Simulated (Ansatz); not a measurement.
BPtF6: settings compared (Ansatz)

Launch command:

```bash
ansatz run input.yaml --threads 1 --pin off --max-ram 2560MiB --backend cpu --events-out ev --progress --plain --runs-dir out
```

Input:

```yaml
crystal:
  lattice:
    - [4.902595, 0.0, 0.0]
    - [-2.451297, 4.245776, 0.0]
    - [-2.451297, 1.415259, 4.534651]
  atoms:
    - { symbol: B, position: [0.5, 0.5, 0.5] }
    - { symbol: F, position: [0.242, 0.118, 0.751] }
    - { symbol: F, position: [0.882, 0.373, 0.751] }
    - { symbol: F, position: [0.627, 0.758, 0.751] }
    - { symbol: F, position: [0.758, 0.882, 0.249] }
    - { symbol: F, position: [0.118, 0.627, 0.249] }
    - { symbol: F, position: [0.373, 0.242, 0.249] }
    - { symbol: Pt, position: [0.0, 0.0, 0.0] }
  symmetry: { tolerance: 0.0003 }
kpoints:
  mp_grid: { grid: [5, 5, 5], shift: [0, 0, 0] }
magnetization:
  spin_polarized: false
scf:
  occupations: { method: fermi_dirac, width: 0.0476 }
hamiltonian:
  pseudopotentials: { kind: paw }
  xc: pbe
basis:
  ecutwfc: 420
output:
  forces: true
  stress: true
  eigenvalues: true
relax:
  max_steps: 40
  cell: {}
```

Origin of the cell: a known structure type with other elements, at an estimated volume, so it need not be a known compound.

Output of this run (shortened):

```
SCF iter   1: F=—  HF=-17520.375194 eV  Δρ=6.06e-3  dr2=3.59e-2
SCF iter   2: F=—  HF=-17520.374579 eV  Δρ=2.80e-3  dr2=9.30e-3  defer=58
SCF iter   3: F=—  HF=-17520.373837 eV  Δρ=1.59e-3  dr2=4.70e-3  defer=58
SCF iter   4: F=—  HF=-17520.373027 eV  Δρ=6.35e-4  dr2=4.49e-4  defer=58
SCF iter   5: F=—  HF=-17520.372961 eV  Δρ=2.31e-4  dr2=5.49e-5  defer=58
SCF iter   6: F=—  HF=-17520.372962 eV  Δρ=1.50e-4  dr2=1.91e-5  defer=58
SCF iter   7: F=—  HF=-17520.372959 eV  Δρ=4.49e-5  dr2=8.92e-7  defer=58
SCF iter   8: F=-17520.372959 eV  HF=-17520.372959 eV  Δρ=1.17e-5  dr2=8.85e-8
relax step   1: F+E_penalty+E_count = -17520.372959 eV  Δ(F+E_penalty+E_count) = +0.000e0 eV  max|allowed force component| = 2.799e0 eV/Å  Δτ_max = 0.0000 Å  P = +9.464 GPa  Ω = 94.390 Å³  (8 […]
relax step   2: F+E_penalty+E_count = -17522.204336 eV  Δ(F+E_penalty+E_count) = -1.831e0 eV  max|allowed force component| = 2.290e0 eV/Å  Δτ_max = 0.0972 Å  P = -1.152 GPa  Ω = 93.372 Å³  en […]
relax step   3: F+E_penalty+E_count = -17524.233300 eV  Δ(F+E_penalty+E_count) = -2.029e0 eV  max|allowed force component| = 3.167e-1 eV/Å  Δτ_max = 0.1951 Å  P = +1.780 GPa  Ω = 87.403 Å³  e […]
relax step   4: F+E_penalty+E_count = -17524.247445 eV  Δ(F+E_penalty+E_count) = -1.415e-2 eV  max|allowed force component| = 2.692e-1 eV/Å  Δτ_max = 0.0292 Å  P = -0.332 GPa  Ω = 87.686 Å³ […]
relax step   5: F+E_penalty+E_count = -17524.268284 eV  Δ(F+E_penalty+E_count) = -2.084e-2 eV  max|allowed force component| = 1.306e-1 eV/Å  Δτ_max = 0.0140 Å  P = +0.484 GPa  Ω = 86.908 Å³ […]
[… 5 lines left out …]
relax step  11: F+E_penalty+E_count = -17524.272892 eV  Δ(F+E_penalty+E_count) = -6.262e-3 eV  max|allowed force component| = 8.631e-3 eV/Å  Δτ_max = 0.0136 Å  P = +0.028 GPa  Ω = 84.558 Å³ […]
relax step  12: F+E_penalty+E_count = -17524.272544 eV  Δ(F+E_penalty+E_count) = +3.480e-4 eV  max|allowed force component| = 1.513e-4 eV/Å  Δτ_max = 0.0016 Å  P = +0.001 GPa  Ω = 84.632 Å³ […]
relax step  13: F+E_penalty+E_count = -17524.268864 eV  Δ(F+E_penalty+E_count) = +3.679e-3 eV  max|allowed force component| = 5.202e-5 eV/Å  Δτ_max = 0.0000 Å  P = -0.069 GPa  Ω = 84.632 Å³  stress off target by 6.95e-2 GPa […]
relax step  14: F+E_penalty+E_count = -17524.269317 eV  Δ(F+E_penalty+E_count) = -4.524e-4 eV  max|allowed force component| = 6.201e-5 eV/Å  Δτ_max = 0.0012 Å  P = -0.007 GPa  Ω = 84.552 Å³ […]
relax step  15: F+E_penalty+E_count = -17524.268680 eV  Δ(F+E_penalty+E_count) = +6.366e-4 eV  max|allowed force component| = 8.003e-5 eV/Å  Δτ_max = 0.0000 Å  P = -0.012 GPa  Ω = 84.552 Å³  stress off target by 1.32e-2 GPa […]
SCF 15 converged in 7 iterations: F = -17524.268680 eV  dr2 = 2.97e-11
basis re-selected at this cell: Δ(F+E_penalty+E_count) = +6.366e-4 eV, ΔP = -0.005 GPa vs the last step (what re-selecting the basis moved, of the pressure what is left beyond the Pulay corre […]
SCF converged after 7 iterations
Free energy (F): -17524.268680 eV
Harris-Foulkes:  -17524.268680 eV  (|F-HF|=2.18e-11)
Internal energy: -17524.204690 eV  (E = F + TS)
E sigma→0 (E₀):  -17524.236685 eV
Entropy (-TS):   -0.063990 eV (-7.999 meV/atom)
Fermi energy:    6.817511 eV
--- Per-component energies (eV) ---
  E_band       = -596.063285
  E_kinetic    = 1910.931018
  E_local      = -5766.928862  (includes V_loc(G=0)·N_el)
  E_nonlocal   = 653.711625
  E_hartree    = 2117.276413
  E_xc         = -764.191970
  E_vxc        = -943.688796  (∫ρ·V_xc dr)
  E_paw        = -10734.254160  (= ΣΔE_a)
  E_vpaw       = -684.653821  (= ΣTr[D̂ρ^β])
  E_aug_tail   = 0.012619  (compensation charges beyond the density's cutoff)
  E_ewald      = -4940.761373
  E_smearing   = -0.063990  (= −TS)
  Σ components = -17524.268680   (vs F -17524.268680, Δ=0.00e0)
--- Forces (eV/Å), atoms counted from 1 ---
  atom   1  B     -0.000000     0.000000     0.000000
  atom   2  F      0.000077     0.000027    -0.000011
  atom   3  F     -0.000062     0.000053    -0.000011
  atom   4  F     -0.000016    -0.000080    -0.000011
  atom   5  F     -0.000077    -0.000027     0.000011
  atom   6  F      0.000062    -0.000053     0.000011
  atom   7  F      0.000016     0.000080     0.000011
  atom   8  Pt     0.000000    -0.000000     0.000000
  max |Σ_I F_I| component: 1.15e-18 eV/Å
--- Stress (GPa, compression-positive) ---
       -0.013162       0.000000       0.000000
       -0.000000      -0.013162       0.000000
        0.000000       0.000000      -0.009829
  P = ⅓ Tr σ = -0.0121 GPa (-0.121 kbar)
--- Relaxed structure (12 steps of the walk, 12 accepted, 3 SCFs on fresh bases) ---
  F+E_penalty+E_count = -17524.268680 eV   max|allowed force component| = 8.003e-5 eV/Å   (the final SCF, on the basis selected at the relaxed cell)
  cell:  # Å, volume = 84.5516 Å³
    - [4.788428, -2.819e-7, -1.759e-7]
    - [-2.394214, 4.146900, -6.441e-8]
    - [-2.394214, 1.382300, 4.257996]
  atoms:
    - { symbol: B, position: [0.5, 0.500000, 0.5] }
    - { symbol: F, position: [0.289362, 0.150090, 0.718129] }
    - { symbol: F, position: [0.849910, 0.421142, 0.718129] }
    - { symbol: F, position: [0.578858, 0.710638, 0.718129] }
    - { symbol: F, position: [0.710638, 0.849910, 0.281871] }
    - { symbol: F, position: [0.150090, 0.578858, 0.281871] }
    - { symbol: F, position: [0.421142, 0.289362, 0.281871] }
    - { symbol: Pt, position: [-1.131e-18, 0.0, -1.237e-18] }
```

The same input was run again with these changes:

1. `hamiltonian.hubbard` default → { sites: [{ species: Pt, l: d, u_eff: 5.0 }], double_counting: fll }; `basis.ecutwfc` 420 → "40.4 Ry"
2. `scf.occupations.width` 0.0476 → default; `scf.occupations.method` fermi_dirac → tetrahedron
3. `scf.n_extra_bands` default → 1; `scf.lower_state_search` default → "off"
4. `scf.n_extra_bands` default → 4; `kpoints.mp_grid.grid` [5, 5, 5] → [3, 3, 3]; `scf.occupations.method` fermi_dirac → cold; `scf.occupations.width` 0.0476 → 0.05

| run | end | SCF iterations | volume (Å³/atom) | max force component (eV/Å) | gap on mesh (eV) | moment (μB) | ΔE(σ→0) (meV/atom) |
| --- | --- | --- | --- | --- | --- | --- | --- |
| base | converged | 114 | 10.57 | 0.000 | – | – | 0 |
| 1 | converged | 91 | 10.55 | 0.002 | – | – | – |
| 2 | converged | 132 | 10.58 | 0.000 | – | – | 0.82 |
| 3 | converged | 115 | 10.57 | 0.000 | – | – | 0.00 |
| 4 | converged | 131 | 10.59 | 0.000 | – | – | 2.95 |

Energies are compared only where functional, datasets, charge and starting cell are the same.

Caveats of the base run: no moments, though an odd count or open d shells may carry them; no spin-orbit coupling, though heavy elements are present; the k mesh is coarse if the cell is a metal; the relaxation held the start's symmetry, so the end may be a saddle point.

Run 2: forces and stress under tetrahedra may miss the slope of the energy.

The base run took 50 s on 1 thread of Intel(R) Xeon(R) Platinum 8559C (Emerald Rapids), with other jobs on the host, peak memory 0.54 GiB, from the program's own first density.
